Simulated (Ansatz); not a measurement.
Re2C:
```yaml
crystal:
  lattice:
    - [2.82072, 0.00000, 0.00000]
    - [-1.41036, 2.44281, 0.00000]
    - [0.00000, 0.00000, 9.77833]
  atoms:
    - { symbol: Re, position: [0.33333, 0.66667, 0.60842] }
    - { symbol: Re, position: [0.66667, 0.33333, 0.39158] }
    - { symbol: Re, position: [0.66667, 0.33333, 0.10842] }
    - { symbol: Re, position: [0.33333, 0.66667, 0.89158] }
    - { symbol: C, position: [0.33333, 0.66667, 0.25000] }
    - { symbol: C, position: [0.66667, 0.33333, 0.75000] }
```

Relaxed with LDA.

Problem. Which orbitals make up the states near the Fermi level in the program Ansatz at the LDA level (PAW)?

Solution. Within 0.5 eV of the Fermi level: Re 5d 85 %, C 2p 11 %. Projections are on Löwdin-orthogonalised atomic valence shells; empty p or d shells of many metals are not among them.

Problem. Tabulate the density of states.

Solution. States/eV per cell of 6 atoms, in 0.25 eV bins, energy from the Fermi level.

| E (eV) | total | Re 5d | C 2p | Re 6s |
|---|---|---|---|---|
| -7.85 | 2.84 | 1.23 | 1.05 | 0.44 |
| -7.60 | 4.35 | 1.96 | 1.64 | 0.57 |
| -7.35 | 3.48 | 1.68 | 1.20 | 0.45 |
| -7.10 | 2.41 | 1.27 | 0.83 | 0.22 |
| -6.85 | 3.41 | 1.86 | 1.18 | 0.27 |
| -6.60 | 4.10 | 2.15 | 1.49 | 0.33 |
| -6.35 | 3.68 | 1.94 | 1.36 | 0.24 |
| -6.10 | 3.34 | 1.91 | 1.13 | 0.17 |
| -5.85 | 2.70 | 1.73 | 0.68 | 0.17 |
| -5.60 | 3.38 | 2.40 | 0.52 | 0.28 |
| -5.35 | 2.68 | 2.03 | 0.40 | 0.18 |
| -5.10 | 2.50 | 1.87 | 0.41 | 0.15 |
| -4.85 | 3.23 | 2.42 | 0.56 | 0.16 |
| -4.60 | 4.09 | 3.13 | 0.66 | 0.20 |
| -4.35 | 5.17 | 3.91 | 0.97 | 0.15 |
| -4.10 | 5.88 | 4.10 | 1.47 | 0.20 |
| -3.85 | 7.04 | 5.15 | 1.35 | 0.35 |
| -3.60 | 4.30 | 3.16 | 0.68 | 0.25 |
| -3.35 | 4.47 | 3.35 | 0.57 | 0.21 |
| -3.10 | 5.44 | 4.00 | 0.73 | 0.20 |
| -2.85 | 5.88 | 4.50 | 0.79 | 0.29 |
| -2.60 | 5.42 | 4.12 | 0.74 | 0.27 |
| -2.35 | 4.56 | 3.44 | 0.59 | 0.30 |
| -2.10 | 4.20 | 3.40 | 0.37 | 0.27 |
| -1.85 | 2.79 | 2.23 | 0.25 | 0.19 |
| -1.60 | 3.58 | 3.01 | 0.29 | 0.15 |
| -1.35 | 4.73 | 4.04 | 0.37 | 0.14 |
| -1.10 | 4.98 | 4.17 | 0.50 | 0.10 |
| -0.85 | 3.07 | 2.49 | 0.37 | 0.06 |
| -0.60 | 2.06 | 1.71 | 0.23 | 0.03 |
| -0.35 | 1.71 | 1.43 | 0.20 | 0.02 |
| -0.10 | 1.51 | 1.29 | 0.17 | 0.01 |
| 0.15 | 1.49 | 1.28 | 0.16 | 0.01 |
| 0.40 | 1.41 | 1.21 | 0.15 | 0.02 |
| 0.65 | 1.58 | 1.34 | 0.18 | 0.02 |
| 0.90 | 1.91 | 1.61 | 0.21 | 0.03 |
| 1.15 | 2.42 | 2.01 | 0.28 | 0.05 |
| 1.40 | 3.20 | 2.65 | 0.37 | 0.07 |
| 1.65 | 4.09 | 3.39 | 0.49 | 0.07 |
| 1.90 | 3.71 | 3.13 | 0.38 | 0.06 |
| 2.15 | 4.07 | 3.54 | 0.32 | 0.06 |
| 2.40 | 4.27 | 3.76 | 0.30 | 0.06 |
| 2.65 | 5.32 | 4.73 | 0.33 | 0.07 |
| 2.90 | 4.76 | 4.16 | 0.28 | 0.09 |
| 3.15 | 3.77 | 3.20 | 0.25 | 0.10 |
| 3.40 | 3.72 | 3.00 | 0.29 | 0.13 |
| 3.65 | 3.88 | 2.97 | 0.45 | 0.16 |
| 3.90 | 1.64 | 1.05 | 0.33 | 0.09 |
| 4.15 | 3.24 | 1.91 | 0.73 | 0.14 |
| 4.40 | 5.46 | 3.08 | 1.31 | 0.20 |
| 4.65 | 4.70 | 2.54 | 1.16 | 0.19 |

Space group P6_3/mmc. The workflow started from a Materials Project entry (that database holds measured and hypothetical structures alike); the Crystallography Open Database copy checked does not list it. Its standing as an ambient phase is unchecked. The LDA relaxation kept the symmetry of its start; whether a distortion lowers the energy is not shown. The run is not spin-polarised. Spin–orbit coupling is left out wherever it is not named.

Potentials: the later of the program's two PAW sets.
